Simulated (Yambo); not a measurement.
KBH₄ (space group P2_1/m, No. 11, within 0.06 Å of P4_2/nmc): how the kernel and the scissor change the optical response along x (Yambo; 4×4×2 mesh, 99 bands, 3 Ry local-field block, 0.2 eV broadening). Axes are Cartesian, with cell vectors (Å) (4.66, 0.00, 0.00), (0.00, 4.68, 0.00), (-0.01, 0.00, 6.55).

```
level                                                                    ε(0)  highest point of Im ε up to 20 eV
-----------------------------------------------------------------------  ----  ---------------------------------
independent particles on LDA bands                                       2.65                            9.50 eV
RPA with local fields on LDA bands                                       2.34                            9.88 eV
RPA with local fields on LDA bands shifted by a G0W0 scissor of 3.34 eV  2.03                           13.25 eV
TDDFT with the adiabatic LDA kernel on LDA bands                         2.57                            9.75 eV
```

Energies lie on a grid of 0.125 eV.

Electronic response only. Convergence of the RPA response with its 4×4×2 mesh was not tested. The scissor comes from a G0W0 run whose convergence isn't established.

Geometry of the Materials Project entry, not relaxed at this level; primitive cell a = 4.663 Å, b = 4.678 Å, c = 6.549 Å, α = γ = 90.00°, β = 90.07°.

The structure is a Materials Project entry; no match was found in the copy of COD used, and its stability was not checked.
